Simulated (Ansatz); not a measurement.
Here is the system:

Ca2GaCu2:
```
CELL_PARAMETERS angstrom
     -2.13425     2.67621     4.48583
      2.13425    -2.67621     4.48583
      2.13425     2.67621    -4.48583
ATOMIC_POSITIONS crystal
  Ca 0.30600 0.80600 0.50000
  Ca 0.69400 0.19400 0.50000
  Ga 0.00000 0.00000 0.00000
  Cu 0.74749 0.50000 0.24749
  Cu 0.25251 0.50000 0.75251
```

This is the r²SCAN-relaxed structure.

Q: All from plane-wave PAW r²SCAN (Ansatz code), unless another level is named. Give the density of states at the Fermi level.

A: 0.41 states/eV per atom (mean over ±0.08 eV).

Q: Next, the formation energy from the elements (no fitted shifts)?

A: -0.30 eV/atom.

Space group Immm. The workflow started from a Materials Project entry (that database holds measured and hypothetical structures alike); the Crystallography Open Database copy checked does not list it. Its standing as an ambient phase is unchecked. The cell was relaxed with r²SCAN under the symmetry of its start; its stability against distortions is not shown here. No spin polarisation was allowed. The references are the lowest solids computed at this level, not always the standard phases. Spin–orbit coupling is left out wherever it is not named.

Potentials: the later of the program's two PAW sets.
